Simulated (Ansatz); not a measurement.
GaAs:
```cif
data_As4Ga4
_chemical_formula_sum 'As4 Ga4'
_space_group_name_H-M_alt 'Fm-3m'
_space_group_IT_number 225
_space_group_name_Hall '-F 4 2 3'
_cell_length_a 5.39347
_cell_length_b 5.39347
_cell_length_c 5.39347
_cell_angle_alpha 90.000
_cell_angle_beta 90.000
_cell_angle_gamma 90.000
loop_
_atom_site_label
_atom_site_type_symbol
_atom_site_symmetry_multiplicity
_atom_site_Wyckoff_symbol
_atom_site_fract_x
_atom_site_fract_y
_atom_site_fract_z
_atom_site_occupancy
As1 As 4 a 0.00000 0.00000 0.00000 1
Ga1 Ga 4 b 0.50000 0.50000 0.50000 1
```
(The calculation used a cell of 2 atoms; values per cell refer to that cell.)

This is the PBE-relaxed structure.

Question: All from plane-wave PAW PBE (Ansatz code), unless another level is named. Give the electronic character.

Answer: metallic (no gap).

Question: What about the density of states at the Fermi level?

Answer: 0.56 states/eV per atom (mean over ±0.08 eV).

Question: And the formation energy from the elements (no fitted shifts)?

Answer: -23 meV/atom.

Question: Next, the gap with spin–orbit coupling?

Answer: none (metallic).

The start of the workflow was typed in or built on a structure type; neither database checked (COD, Materials Project) lists it. It is not the phase usual at ambient conditions (space group No. 216). The PBE relaxation kept the symmetry of its start; whether a distortion lowers the energy is not shown. The volume moved by 18 % from the start of the relaxation. The references are the lowest solids computed at this level, not always the standard phases. Scalar-relativistic: spin–orbit coupling is off unless named, which matters more the heavier the elements.

Potentials: the earlier of the program's two PAW sets.
